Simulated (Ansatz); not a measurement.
A crystal relaxed with r2SCAN in the plane-wave code Ansatz has space group R3m:H (No. 160) and a = 3.885 Å, c = 19.023 Å.

```json
{"atom": "Si", "site": "3a", "x": "0.6667", "y": "0.3333", "z": "0.3320"}
{"atom": "Si", "site": "3a", "x": "0.3333", "y": "0.6667", "z": "0.1680"}
{"atom": "Si", "site": "3a", "x": "0.3333", "y": "0.6667", "z": "0.2917"}
{"atom": "Xx", "site": "3a", "x": "0.0000", "y": "0.0000", "z": "0.1250"}
```

The r2SCAN gap is indirect, 0.72 eV (Γ to k = (0.148, -0.427, -0.427)), below the direct gap of 1.45 eV at Γ. HSE06 gives an indirect gap of 1.07 eV, from Γ to k = (0.148, -0.427, -0.427); the least direct gap is 1.81 eV at Γ. Meshes: r2SCAN 8×8×8, HSE06 6×6×6.

Question: Which element is Xx?
A. Pb
B. Sn
C. C
D. Ge

Answer: D. Xx is Ge: Si3Ge as one 4-atom ordering (R3m) on the diamond lattice. Si has 3 Si at 2.37 Å and 1 Ge at 2.40 Å; Si has 1 Si at 2.35 Å and 3 Ge at 2.39 Å; Si has 4 Si at 2.35–2.37 Å; Ge has 4 Si at 2.39–2.40 Å.

All values are calculated for a non-magnetic cell, which may be hypothetical.

The runs are scalar-relativistic, without spin-orbit coupling.

Where an edge lies off the special points, it is a point of the mesh or the k point where a search put PBE's edge or least direct gap, reused for the other functionals, whose own edges may lie a little apart.

Coordinates of k points refer to the reciprocal vectors of the primitive cell of the runs.
